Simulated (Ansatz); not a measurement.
SnSe2:
```cif
data_Se2Sn
_chemical_formula_sum 'Sn1 Se2'
_space_group_name_H-M_alt 'P-3m1'
_space_group_IT_number 164
_space_group_name_Hall '-P 3 2"'
_cell_length_a 3.82903
_cell_length_b 3.82903
_cell_length_c 6.28500
_cell_angle_alpha 90.000
_cell_angle_beta 90.000
_cell_angle_gamma 120.000
loop_
_atom_site_label
_atom_site_type_symbol
_atom_site_symmetry_multiplicity
_atom_site_Wyckoff_symbol
_atom_site_fract_x
_atom_site_fract_y
_atom_site_fract_z
_atom_site_occupancy
Sn1 Sn 1 a 0.00000 0.00000 0.00000 1
Se1 Se 2 d 0.33333 0.66667 0.25038 1
```

Relaxed with r²SCAN+D4. Plane-wave PAW r²SCAN+D4 (Ansatz code) gives a gap of 0.96 eV.

Question: What gap does HSE06 give on the same cell (Ansatz, PAW)?

Answer: 1.30 eV, 0.35 eV more. The hybrid was solved on a coarser mesh and at special points; its gap is the smallest among all of these.

```csv
k,v1 r²SCAN+D4,c1 r²SCAN+D4,v1 HSE06,c1 HSE06
Γ,-0.12,1.47,…,…
A,-0.12,2.80,…,…
K,-1.46,1.60,-1.61,2.01
H,-0.41,2.63,-0.47,3.13
M,-0.26,1.40,…,…
L,-0.61,1.03,…,…
```

Question: Top valence (v1) and lowest conduction level (c1) in eV from each method's valence maximum (which need not be a listed point): supply the withheld HSE06 values.

Answer: 
- A, v1 HSE06: -0.13
- A, c1 HSE06: 3.20
- M, v1 HSE06: -0.28
- M, c1 HSE06: 1.75
- Γ, v1 HSE06: -0.20
- Γ, c1 HSE06: 1.77
- L, v1 HSE06: -0.66
- L, c1 HSE06: 1.38

Cost on shared cores: the r²SCAN+D4 run (SCF on a 8×8×5 mesh, then bands and DOS) roughly 60 core-seconds, the HSE06 run (SCF on 6×6×4, then a few points) roughly 4 core-minutes; the tasks are unlike.

The r²SCAN+D4 relaxation kept the symmetry of its start; of distortions, only those at the zone centre were tested. Spin–orbit coupling is left out wherever it is not named.

Potentials: the later of the program's two PAW sets.
